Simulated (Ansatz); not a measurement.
KF (rock salt, Fm-3m), the program Ansatz at the LDA level (PAW): ε∞ = 2.10, cell volume 34.40 Å³. Infrared-active transverse modes:

| ω_TO (cm⁻¹) | oscillator strength S_xx (e²/amu) |
|---|---|
| 210.5 | 0.1034 |

Compute the static dielectric constant.

Each mode adds (4.921e7/V) S/ω²: 3.34. So ε0 = 5.44.

What LO frequency does the Lyddane–Sachs–Teller relation give?

ω_LO = ω_TO √(ε0/ε∞) = 339 cm⁻¹.

The cell was relaxed with LDA under the symmetry of its start; phonons on a q-mesh show no instability.

Potentials: the later of the program's two PAW sets.
